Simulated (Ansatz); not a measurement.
ScSi (CsCl type, Pm-3m), plane-wave PAW r²SCAN (Ansatz code), all energies at zero smearing, with the estimated change up to a 700 eV cutoff added, with one set of potentials and settings (totals compare only within such a set). Cell of 2 atoms (1 Sc, 1 Si): -2780.416 eV.

| element | reference phase | E (eV/atom) |
|---|---|---|
| Sc | P6_3/mmc, 2 atoms in the cell | -2140.5631 |
| Si | Fd-3m, 2 atoms in the cell | -639.0665 |

Formation energy per atom, worked out: (-2780.416 − 1×(-2140.5631) − 1×(-639.0665))/2 = -0.393 eV/atom (-38 kJ per mol of atoms), at 0 K, without zero-point energy or fitted corrections.

The cell is a constructed one: a structure type filled with these elements; neither database checked (COD, Materials Project) lists it. Whether it is the stable phase at ambient conditions was not checked. The cell was relaxed with r²SCAN under the symmetry of its start. At this level the phase is mechanically unstable. The run is not spin-polarised. The references are the lowest solids computed at this level, not always the standard phases.

Potentials: the earlier of the program's two PAW sets.
